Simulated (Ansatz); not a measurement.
How SnO₂ answers to pressure

```cif
data_structure
_symmetry_space_group_name_H-M 'P4_2/mnm'
_symmetry_Int_Tables_number 136
_cell_length_a 4.7374
_cell_length_b 4.7374
_cell_length_c 3.1864
_cell_angle_alpha 90.000
_cell_angle_beta 90.000
_cell_angle_gamma 90.000
_cell_volume 71.51
loop_
_atom_site_label
_atom_site_type_symbol
_atom_site_symmetry_multiplicity
_atom_site_Wyckoff_symbol
_atom_site_fract_x
_atom_site_fract_y
_atom_site_fract_z
_atom_site_occupancy
Sn1 Sn 2 a 0.00000 0.00000 0.00000 1
O1 O 4 f 0.30562 0.30562 0.00000 1
```

The runs use the primitive cell with vectors (4.737, 0.000, 0.000), (0.000, 4.737, 0.000), (0.000, 0.000, 3.186) Å, to which the k mesh refers.

The structure is an experimental refinement, used without relaxation.

Spin–orbit coupling is left out, though it moves levels of the heavy atoms by tenths of an eV or more.

Theory: Ansatz 0.2.0, DFT, LDA, all-electron LAPW, scalar-relativistic.

Sampling and basis: a Γ-centred 4×4×6 k mesh, Fermi–Dirac smearing of 0.03 eV, basis error target 1 meV/atom, no spin polarisation.

The cell is scaled evenly with fractional coordinates held. Semilocal gaps are too small, but their slopes carry over better.

```tsv
V/V(cell)	P (GPa)	gap on the k mesh (eV)
0.9600	8.62	1.601
0.9800	3.58	1.350
0.9900	1.27	1.228
1.0000	-0.91	1.110
1.0100	-2.97	0.994
1.0200	-4.91	0.881
1.0400	-8.46	0.663
1.0600	-11.62	0.455
```

**Question.** From the rows at 0.9900 and 1.0100, what is the bulk modulus at the cell's volume?

**Answer.** B = −ΔP/Δln V = −[(-2.97) − (1.27)]/0.02000 = 212.0 GPa.

**Question.** What are the gap's volume deformation potential and pressure coefficient?

**Answer.** dEg/dln V = (0.994 − 1.228)/0.02000 = -11.70 eV, and dEg/dP = −(dEg/dln V)/B = 55 meV/GPa: pressure widens the gap.

**Question.** Predict the row at V/V(cell) = 0.9400. How far is a linear estimate of P off?

**Answer.** P = 14.28 GPa, gap 1.863 eV. The linear estimate P(cell) − B ln(V/V(cell)) = 12.21 GPa misses by 2.07 GPa, since the modulus grows under compression.
